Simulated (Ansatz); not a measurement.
FePt (L1₀ or tetragonal B2, space group No. 123) at seven volumes, r²SCAN in the plane-wave PAW code Ansatz, shape and atoms relaxed at each. One row is withheld.

| V (Å³/atom) | P (GPa) |
|---|---|
| 12.652 | 25.87 |
| 13.069 | 15.87 |
| 13.486 | 7.23 |
| 13.903 | 0.00 |
| 14.320 | -5.91 |
| 14.737 | -10.85 |
| 15.155 | ? |

Fit the shown pressures and predict the withheld one.

P = (3/2)B₀(x^(7/2) − x^(5/2))[1 + (3/4)(B′ − 4)(x − 1)] with x = (V₀/V)^(2/3). Least squares on the six rows gives V₀ = 13.909 Å³/atom, B₀ = 217 GPa, B′ = 4.89. At V = 15.155, x = 0.9444 and P = -15.10 GPa. The run itself gave -15.04 GPa.

Space group P4/mmm (L1₀ or tetragonal B2). The cell was relaxed with r²SCAN under the symmetry of its start. The final state is ferromagnetic, chosen from 5 collinear starts compared on coarse meshes (ties went to the first, and starts can fall back to one state), not a proven ground state. Textbook magnetic order: ferromagnetic. Other orbital occupations within this spin state were not tried. Spin–orbit coupling is left out wherever it is not named.

Potentials: the earlier of the program's two PAW sets.
